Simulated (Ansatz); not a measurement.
Input and steps of a relaxation of cell and atoms on Mg3PbO in the antiperovskite structure (the plane-wave code Ansatz, PBEsol). It starts from a supercell of the PBEsol minimum, slightly strained and with each coordinate displaced at random by about 0.1 Å.

```yaml
crystal:
  lattice:
    - [4.4258056877, -0.0276097642, 0.0202714539]
    - [-0.0552195284, 8.8206471388, 0.1355859463]
    - [0.0202714539, 0.0677929732, 4.383424384]
  atoms:
    - { symbol: Pb, position: [0.0304582916, -0.0188788477, -0.0079296318] }
    - { symbol: O, position: [0.5104134875, 0.2342655844, 0.5125262407] }
    - { symbol: Mg, position: [0.5039163898, 0.240884785, -0.0110398818] }
    - { symbol: Mg, position: [0.5130556901, -0.0015667989, 0.4606507721] }
    - { symbol: Mg, position: [-0.0051892645, 0.2725330571, 0.4844653015] }
    - { symbol: Pb, position: [-0.0170291042, 0.5063992776, 0.011196278] }
    - { symbol: O, position: [0.4796441228, 0.750599781, 0.4866041297] }
    - { symbol: Mg, position: [0.5064212814, 0.7571857794, -0.0093527505] }
    - { symbol: Mg, position: [0.4716106314, 0.5096009104, 0.4740042014] }
    - { symbol: Mg, position: [-0.0096072516, 0.7385219454, 0.495181946] }
kpoints:
  mp_grid: { grid: [4, 2, 4] }
hamiltonian:
  xc: pbesol
scf:
  occupations: { method: fermi_dirac, width: 0.05 }
relax:
  f_tol: 0.01
  cell: {}
  max_steps: 120
```

The trajectory has 6 recorded frames, each with positions in Å and forces in eV/Å. The last, and any step after a large change of cell, is solved on a basis re-selected at its cell; pressure is positive in compression.

Step 1: energy 0.0 meV/atom from step 1, largest force component 0.831 eV/Å, pressure +0.17 GPa
```xyz
10
Lattice="4.4258 -0.0276 0.0203 -0.0552 8.8206 0.1356 0.0203 0.0678 4.3834" Properties=species:S:1:pos:R:3:forces:R:3 pbc="T T T"
Pb    0.1357   -0.1679   -0.0367   -0.4758    0.8216   -0.2205
O     2.2564    2.0870    2.2887   -0.1066    0.5062   -0.4455
Mg    2.2167    2.1101   -0.0055    0.0170    0.0131   -0.0775
Mg    2.2801    0.0032    2.0294   -0.0294   -0.1076    0.5135
Mg   -0.0282    2.4369    2.1605   -0.0467   -0.8314    0.3543
Pb   -0.1031    4.4680    0.1174   -0.0136   -0.3528   -0.5101
O     2.0912    6.6405    2.2445    0.3644   -0.2620    0.1693
Mg    2.1993    6.6643    0.0719   -0.1098   -0.1030   -0.1514
Mg    2.0687    4.5141    2.1564    0.3178   -0.1699    0.3513
Mg   -0.0733    6.5481    2.2705    0.0828    0.4858    0.0167
```

Step 2: energy -33.9 meV/atom from step 1, largest force component 0.346 eV/Å, pressure -0.69 GPa
```xyz
10
Lattice="4.4238 -0.0109 0.0049 -0.0219 8.8230 0.0433 0.0051 0.0220 4.3771" Properties=species:S:1:pos:R:3:forces:R:3 pbc="T T T"
Pb    0.0386    0.0019   -0.0586   -0.0805   -0.1612    0.0214
O     2.2375    2.0867    2.2165   -0.1371    0.3464   -0.3296
Mg    2.2138    2.1287   -0.0690   -0.0514    0.1154    0.2225
Mg    2.2475   -0.0179    2.0905   -0.0799    0.0456    0.1713
Mg   -0.0387    2.2775    2.1624    0.1340   -0.2724   -0.0176
Pb   -0.0721    4.3784   -0.0040    0.0963    0.1532   -0.0511
O     2.1594    6.6120    2.1841    0.1343    0.0505    0.0186
Mg    2.2047    6.6726    0.0056   -0.0437   -0.1205   -0.1092
Mg    2.1436    4.4814    2.1441    0.1005   -0.2791    0.0950
Mg   -0.0075    6.6096    2.1931   -0.0724    0.1220   -0.0210
```

Step 3: energy -44.9 meV/atom from step 1, largest force component 0.012 eV/Å, pressure +0.69 GPa
```xyz
10
Lattice="4.3774 -0.0023 0.0011 -0.0048 8.7259 0.0049 0.0012 0.0025 4.3557" Properties=species:S:1:pos:R:3:forces:R:3 pbc="T T T"
Pb   -0.0053   -0.0092   -0.0457   -0.0037   -0.0010    0.0015
O     2.1811    2.1696    2.1355   -0.0013    0.0116   -0.0052
Mg    2.1808    2.1696   -0.0431   -0.0026    0.0042   -0.0015
Mg    2.1838   -0.0095    2.1320   -0.0037    0.0031    0.0040
Mg   -0.0083    2.1750    2.1340    0.0037   -0.0058    0.0014
Pb   -0.0116    4.3535   -0.0422    0.0055    0.0023   -0.0012
O     2.1784    6.5350    2.1372    0.0012    0.0036   -0.0010
Mg    2.1784    6.5363   -0.0412   -0.0009   -0.0071    0.0017
Mg    2.1778    4.3554    2.1351    0.0038   -0.0098    0.0029
Mg   -0.0097    6.5370    2.1368   -0.0020   -0.0012   -0.0024
```

Step 4: energy -45.1 meV/atom from step 1, largest force component 0.002 eV/Å, pressure -0.04 GPa
```xyz
10
Lattice="4.3775 -0.0006 0.0004 -0.0011 8.7608 0.0026 0.0004 0.0013 4.3812" Properties=species:S:1:pos:R:3:forces:R:3 pbc="T T T"
Pb   -0.0070   -0.0093   -0.0455   -0.0003    0.0011    0.0000
O     2.1814    2.1814    2.1460    0.0005   -0.0001    0.0004
Mg    2.1815    2.1809   -0.0446   -0.0005   -0.0010    0.0002
Mg    2.1820   -0.0089    2.1453   -0.0004    0.0004    0.0000
Mg   -0.0072    2.1819    2.1459    0.0001   -0.0013   -0.0003
Pb   -0.0078    4.3712   -0.0440    0.0001    0.0002   -0.0004
O     2.1809    6.5616    2.1473    0.0001    0.0002    0.0000
Mg    2.1807    6.5612   -0.0433    0.0000   -0.0005    0.0002
Mg    2.1811    4.3714    2.1467    0.0004    0.0015   -0.0001
Mg   -0.0078    6.5621    2.1471   -0.0001   -0.0005   -0.0001
```

Step 5: energy -45.1 meV/atom from step 1, largest force component 0.000 eV/Å, pressure 0.00 GPa
```xyz
10
Lattice="4.3793 -0.0005 0.0004 -0.0010 8.7577 0.0026 0.0004 0.0013 4.3783" Properties=species:S:1:pos:R:3:forces:R:3 pbc="T T T"
Pb   -0.0071   -0.0092   -0.0454    0.0000    0.0000    0.0000
O     2.1824    2.1806    2.1446    0.0001    0.0001    0.0001
Mg    2.1822    2.1800   -0.0445    0.0000   -0.0001    0.0000
Mg    2.1827   -0.0088    2.1439   -0.0001    0.0000    0.0000
Mg   -0.0072    2.1809    2.1444   -0.0001    0.0000    0.0000
Pb   -0.0077    4.3697   -0.0441    0.0000    0.0001    0.0000
O     2.1819    6.5594    2.1459    0.0001    0.0002    0.0000
Mg    2.1817    6.5588   -0.0432   -0.0001   -0.0001    0.0000
Mg    2.1822    4.3701    2.1453    0.0000    0.0000    0.0000
Mg   -0.0077    6.5598    2.1457    0.0001   -0.0002    0.0000
```

Step 6: energy -44.9 meV/atom from step 1, largest force component 0.000 eV/Å, pressure -0.02 GPa
```xyz
10
Lattice="4.3793 -0.0005 0.0004 -0.0010 8.7577 0.0026 0.0004 0.0013 4.3783" Properties=species:S:1:pos:R:3:forces:R:3 pbc="T T T"
Pb   -0.0071   -0.0092   -0.0454    0.0000    0.0000    0.0000
O     2.1824    2.1806    2.1446    0.0001    0.0001    0.0001
Mg    2.1822    2.1800   -0.0445    0.0000   -0.0001    0.0000
Mg    2.1827   -0.0088    2.1439   -0.0001    0.0000    0.0000
Mg   -0.0072    2.1809    2.1444   -0.0001    0.0000    0.0000
Pb   -0.0077    4.3697   -0.0441    0.0000    0.0001    0.0000
O     2.1819    6.5594    2.1459    0.0001    0.0002    0.0000
Mg    2.1817    6.5588   -0.0432   -0.0001   -0.0001    0.0000
Mg    2.1822    4.3701    2.1453    0.0000    0.0000    0.0000
Mg   -0.0077    6.5598    2.1457    0.0001   -0.0002    0.0000
```

In 5 steps the volume changed by -1.8 %; between the first SCF and the last, each on a basis chosen for its cell, the energy fell by 44.9 meV an atom. At the end: it is cubic, Pm-3m (No. 221); a = 4.379 Å in the conventional setting, 16.79 Å³ an atom. Pb has 12 Mg at 3.10 Å; O has 6 Mg at 2.19 Å; Mg has 2 O at 2.19 Å and 4 Pb at 3.10 Å.

Command: `ansatz run input.yaml --threads 2 --pin off --max-ram 2211MiB --backend cpu --events-out ev --progress --plain --runs-dir out`. It took 37 s on 2 threads of Intel(R) Xeon(R) Platinum 8223CL CPU @ 3.00GHz (Skylake/Cascade Lake), with other jobs on the host; peak host memory 0.52 GiB.

(Calculated; spin-unpolarised; the phase may be known or hypothetical.)
